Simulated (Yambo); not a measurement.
K2LiScF6 (space group Fm-3m, No. 225), G0W0@LDA in Yambo with this input:

```
rim_cut
gw0
dyson
el_el_corr
HF_and_locXC
ppa
em1d
RandQpts= 1000000
RandGvec= 1 Ry
EXXRLvcs= 84 Ry
VXCRLvcs= 336 Ry
Chimod= "HARTREE"
% BndsRnXp
 2 | 216 |
%
NGsBlkXp= 7 Ry
% LongDrXp
 1.0 | 1.0 | 1.0 |
%
PPAPntXp= 27.2114 eV
% GbndRnge
 1 | 216 |
%
GTermKind= "BG"
DysSolver= "n"
ExtendOut
```

On a 2×2×2 mesh, with wavefunctions cut at 84 Ry, the gap (Γ → Γ) is 12.081 eV and the valence edge shifts by -2.270 eV.

**Question.** What happens with this change: wavefunctions cut at 30 Ry?

**Answer.** The gap falls by 0.050 eV, to 12.031 eV; the shift of the valence edge becomes -2.233 eV. Neither run is shown to be the converged limit.

Geometry of the Materials Project entry, not relaxed at this level; primitive cell a = 5.862 Å, b = 5.862 Å, c = 5.862 Å, α = 60.00°, β = 60.00°, γ = 60.00°.

The structure is a Materials Project entry; no match was found in the copy of COD used, and its stability was not checked.

A shift is the quasiparticle energy of the state minus its LDA energy.
